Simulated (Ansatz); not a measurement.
Ta2O5 in space group Cmmm (No. 65; Ta on 4i, O on 4j, O on 4i, O on 2a), LDA (plane waves, PAW; program Ansatz), all energies at zero smearing, with the estimated change up to a 700 eV cutoff added, with one set of potentials and settings (totals compare only within such a set). Cell of 7 atoms (2 Ta, 5 O): -22149.006 eV.

```csv
element,reference phase,E (eV/atom)
Ta,"Im-3m, 1 atoms in the cell",-9682.6136
O,"C2/m, 4 atoms in the cell, spin-polarised",-552.6518
```

Formation energy per atom, worked out: (-22149.006 − 2×(-9682.6136) − 5×(-552.6518))/7 = -2.931 eV/atom (-283 kJ per mol of atoms), at 0 K, without zero-point energy or fitted corrections.

The first step of the workflow began from a Materials Project structure, measured or hypothetical; the Crystallography Open Database copy checked does not list it. COD files the formula under space group No. 49, so this cell is another polymorph or a model. Whether it is the stable phase at ambient conditions was not checked. The cell was relaxed with LDA under the symmetry of its start; of distortions, only those at the zone centre were tested. The run is not spin-polarised. The references are the lowest solids computed at this level, not always the standard phases (solids in place of the gases). Spin–orbit coupling is left out wherever it is not named.

Potentials: the later of the program's two PAW sets.
